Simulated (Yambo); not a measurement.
Absorption of KCdF3 (cubic perovskite, space group Pm-3m, No. 221) with and without the electron-hole interaction (Yambo, PBEsol bands; 8×8×8 mesh, 11 valence and 1 conduction bands, static screening with 56 bands and a 3 Ry block, scissor 3.40 eV, Tamm-Dancoff; field along x).

```csv
E (eV),"Im ε, BSE","Im ε, independent quasiparticles"
6.07,0.12,0.01
6.17,0.15,0.02
6.27,0.19,0.02
6.37,0.24,0.02
6.47,0.31,0.02
6.57,0.43,0.02
6.68,0.64,0.02
6.78,1.04,0.02
6.88,1.87,0.03
6.98,3.53,0.03
7.08,4.58,0.03
7.18,2.94,0.03
7.28,1.61,0.04
7.38,1.02,0.04
7.48,0.80,0.05
7.58,0.80,0.06
7.68,1.02,0.06
7.78,1.28,0.08
7.88,1.43,0.09
7.98,1.84,0.12
8.08,2.00,0.17
8.18,1.83,0.23
8.28,1.29,0.32
8.38,0.90,0.49
8.48,0.73,0.64
8.58,0.67,0.70
8.68,0.64,0.74
8.78,0.61,0.77
8.88,0.60,0.75
8.98,0.55,0.91
9.08,0.48,1.19
9.18,0.41,1.37
9.29,0.39,1.40
9.39,0.35,1.35
9.49,0.37,1.13
9.59,0.35,1.14
9.69,0.35,1.45
9.79,0.35,1.92
9.89,0.31,1.90
9.99,0.28,1.59
10.09,0.21,1.48
10.19,0.20,1.48
10.29,0.19,1.38
10.39,0.17,1.25
10.49,0.17,1.22
10.59,0.15,1.22
10.69,0.14,1.09
10.79,0.14,1.01
10.89,0.11,1.04
10.99,0.11,0.97
```

The scissor comes from a G0W0 run whose convergence isn't established. Broadening 0.15 eV. The band window holds all transitions up to 11.1 eV. Fine structure above the onset can come from the mesh.

Spin-orbit splittings are left out. The cell is held in this high symmetry; tilts and polar distortions were not searched.

Geometry of the Materials Project entry, not relaxed at this level; primitive cell a = b = c = 4.3821 Å, α = β = γ = 90.00°.

The structure is a Materials Project entry; no match was found in the copy of COD used, and its stability was not checked.
